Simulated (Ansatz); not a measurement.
**Trial structures of Ta4Br: starts and ends**

Method: DFT PBE, scalar-relativistic, plane waves, PAW in Ansatz 0.2.0. All cells share a 420 eV cutoff and Γ-centred k meshes spaced at most about 0.3 Å⁻¹ (about 0.25 or finer for metals, 2π included). No spin polarisation in the final relaxations.

Each guess was relaxed in cell and atoms at zero pressure, within the symmetry of its start. All energies are static (0 K, no zero-point motion). Coordination counts Ta atoms around Br (those within 1.25 times the shortest such distance or 1.15 times the sum of covalent radii; a plus sign parts nearer from farther groups).

| guess | made from | start group | V start (Å³/atom) | end group | V end (Å³/atom) | coordination at the end | gap on mesh (eV) | E over the lowest end (meV/atom) |
| --- | --- | --- | --- | --- | --- | --- | --- | --- |
| 1 | Fe4N type | Pm-3m | 18.1 | Pm-3m | 20.5 | Br 6 | 0 | 928 |
| 2 | SnF4 type | I4/mmm | 17.6 | I4/mmm | 19.6 | Br 6 | 0 | 304 |
| 3 | CrAu4 type | I4/m | 18.8 | I4/m | 18.5 | Br 4+8 | 0 | 0 |
| 4 | NiHg4 type | Im-3m | 19.4 | Im-3m | 20.8 | Br 8 | 0 | 923 |
| 5 | CrB4 type | Immm | 17.5 | ? | ? | ? | ? | ? |

Guess 5 as it starts:

```
Ta Br
1.0
    -1.90288    3.16013    3.64578
     1.90288   -3.16013    3.64578
     1.90288    3.16013   -3.64578
Ta Br
4 1
Cartesian
  0.0000 1.2379 2.4947
  1.9029 1.9222 -1.1511
  0.0000 1.2379 4.7969
  1.9029 1.9222 1.1511
  0.0000 0.0000 0.0000
```

Q: Predict the end of this guess and its energy over the lowest end.

A: It ends in space group Immm (No. 71), with a = 4.823 Å, b = 5.426 Å, c = 8.402 Å, 22.0 Å³/atom and no gap. It lies 0.69 eV/atom over the lowest end, above guess 2 and below guess 4. Counting Ta atoms around Br, this end has Br 12 and the lowest (guess 3) has Br 4+8.

```cif
data_structure
_symmetry_space_group_name_H-M 'P 1'
_symmetry_Int_Tables_number 1
_cell_length_a 5.5519
_cell_length_b 5.5519
_cell_length_c 5.5519
_cell_angle_alpha 128.514
_cell_angle_beta 121.497
_cell_angle_gamma 81.653
_cell_volume 109.93
loop_
_atom_site_label
_atom_site_type_symbol
_atom_site_fract_x
_atom_site_fract_y
_atom_site_fract_z
_atom_site_occupancy
Ta1 Ta 0.58352 0.33579 0.24774 1
Ta2 Ta 0.08805 0.33579 0.75226 1
Ta3 Ta 0.91195 0.66421 0.24774 1
Ta4 Ta 0.41648 0.66421 0.75226 1
Br1 Br 0.00000 0.00000 0.00000 1
```

Energies over the elements count from the elements' standard structures at the same level, with no fitted energy shifts. The references include crystalline Br.

Q: Is the lowest end bound against the elements?

A: No: its formation energy is +0.54 eV/atom. The separate elements lie lower, so it is unstable against them.

For metals, differences of a few meV/atom aren't resolved. These runs have no spin–orbit coupling, which can matter for Ta. The reference form of Br is held partly by dispersion forces, which this level lacks. Cells relaxed within their symmetry can be saddle points. A lower structure may well exist outside this small set. Some types were kept out of the candidates beforehand, so the set may lack a known form.
